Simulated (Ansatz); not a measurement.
Cd (hcp (Mg type), P6_3/mmc) is relaxed with plane-wave PAW LDA (Ansatz code). What lattice parameters of the conventional cell result?

a = 2.921 Å, c = 5.390 Å.

The cell was relaxed with LDA under the symmetry of its start. Axis ratios of metals converge slowly with the k-mesh, so a and c are less sure than the volume.

Potentials: the earlier of the program's two PAW sets.
